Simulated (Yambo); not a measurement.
# GaN: sweep of GW parameters

G0W0@PBE for GaN (wurtzite, space group P6_3mc, No. 186) in Yambo. Reference settings: 6×6×2 Γ-centred k mesh, bands 9 to 215 and a 15 Ry block in the screening, 215 bands in G with the Bruneval-Gonze terminator, plasmon pole fitted at 27.2 eV. The PBE gap Γ → Γ on this mesh is 1.96 eV; G0W0 gaps are taken between the same points.

```tsv
change from the reference	G0W0 gap Γ → Γ (eV)	shift of the valence edge (eV)	rough Yambo cost
reference settings	2.93	-0.61	1
53 bands in W, 53 bands in G	3.05	-0.33	about 1/8
82 bands in W, 82 bands in G	2.97	-0.45	about 1/5
119 bands in W, 119 bands in G	2.95	-0.53	about 1/3
82 bands in G	2.97	-0.67	–
138 bands in G	2.94	-0.63	–
exchange cut at 20 Ry	2.53	0.11	–
82 bands in W, 82 bands in G, 6 Ry block	2.79	-0.25	about 1/8
119 bands in W, 119 bands in G, 3 Ry block	2.51	-0.10	about 1/6
167 bands in W, 167 bands in G, 3 Ry block	2.49	-0.10	about 1/4
119 bands in W, 119 bands in G, 12 Ry block	2.94	-0.50	about 1/4
3 Ry block	2.48	-0.11	about 1/3
6 Ry block	2.73	-0.32	within a factor of two
138 bands in G, no terminator	2.81	-0.35	–
no terminator	2.86	-0.48	–
```

The reference isn't shown to be the converged limit. Costs are rough (shared machines), scaled to the same edge states, and given only for runs that recompute the screening.

Spin-orbit splittings are left out.

Geometry relaxed with PBEsol; primitive cell a = b = 3.1838 Å, c = 5.1867 Å, α = β = 90.00°, γ = 120.00°.

A shift is the quasiparticle energy of the state minus its PBE energy.

The potentials are those of PseudoDojo's stringent table.
